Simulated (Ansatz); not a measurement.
Cs:
```yaml
crystal:
  lattice:
    - [0.00000, 3.78486, 3.78486]
    - [3.78486, 0.00000, 3.78486]
    - [3.78486, 3.78486, 0.00000]
  atoms:
    - { symbol: Cs, position: [0.00000, 0.00000, 0.00000] }
```

Relaxed with PBEsol. Special points in fractions of this cell's reciprocal vectors: Γ (0.000, 0.000, 0.000); X (0.500, 0.000, 0.500); U (0.625, 0.250, 0.625); K (0.375, 0.375, 0.750); L (0.500, 0.500, 0.500); W (0.500, 0.250, 0.750).

List the band energies nearest the Fermi level at these points for the program Ansatz at the PBEsol level (PAW).

In eV from the Fermi level; about four levels below and three above (degenerate sets whole), none deeper than 8.9 eV; points with the same levels are listed once.

```csv
k,below,above
Γ,-1.78,2.46 2.46 2.46
X,–,0.20 0.98 1.49
U,–,0.59 0.89 1.35
L,-0.09,0.79 2.30 2.30
W,–,0.71 1.20 1.20
```

Space group Fm-3m (fcc (Cu type)). The workflow started from a Materials Project entry (that database holds measured and hypothetical structures alike); the Crystallography Open Database files this formula in space group No. 225, but the cells were not matched. It is not the phase usual at ambient conditions (space group No. 229). The cell was relaxed with PBEsol under the symmetry of its start; its stability against distortions is not shown here. Spin–orbit coupling is left out wherever it is not named.

Potentials: the later of the program's two PAW sets.
